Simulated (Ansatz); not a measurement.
Polymorphs of HfC, each relaxed with DFT-PBEsol in the program Ansatz with PAW potentials:

A: rock salt (Fm-3m)
a = 4.607 Å, b = 4.607 Å, c = 4.607 Å, α = 90.00°, β = 90.00°, γ = 90.00°

```
atom  site  symmetry       x       y       z
----  ----  --------  ------  ------  ------
Hf      4a      m-3m  0.0000  0.0000  0.0000
C       4b      m-3m  0.5000  0.5000  0.5000
```

B: P6_3mc
a = 3.818 Å, b = 3.818 Å, c = 4.595 Å, α = 90.00°, β = 90.00°, γ = 120.00°

```tsv
atom	site	symmetry	x	y	z
Hf	2b	3m.	0.6667	0.3333	0.4384
C	2b	3m.	0.3333	0.6667	0.4366
```

C: zinc blende (F-43m)
a = b = c = 4.9960 Å, α = β = γ = 90.00°

```tsv
atom	site	symmetry	x	y	z
Hf	4a	-43m	0.0000	0.0000	0.0000
C	4d	-43m	0.7500	0.7500	0.7500
```

**Question.** Rank these by energy per atom at 0 K (lowest first), as PBEsol gives it.

**Answer.** A (+0 meV/atom), B (+318 meV/atom), C (+730 meV/atom)

**Question.** Give each one's gap.

**Answer.** A no gap; B no gap; C 0.19 eV.

Built on a structure type that need not be the filed one of that space group: B. Typed or built starts, not in the databases checked: C. Not the usual ambient phase: B; C. All cells were relaxed under the symmetry of their starts (and spin orders); stability against distortions was not tested throughout. Named crystals with no word on spin ran without spin polarisation. Scalar-relativistic: spin–orbit coupling is off unless named, which matters more the heavier the elements.

Energies hold the estimated change up to a 700 eV cutoff; steps of a few meV lie near the error of the meshes.

Potentials: the earlier of the program's two PAW sets. The files were generated under PBE; for other functionals the program regenerates the frozen cores, and for LDA and PBEsol the local potential too.
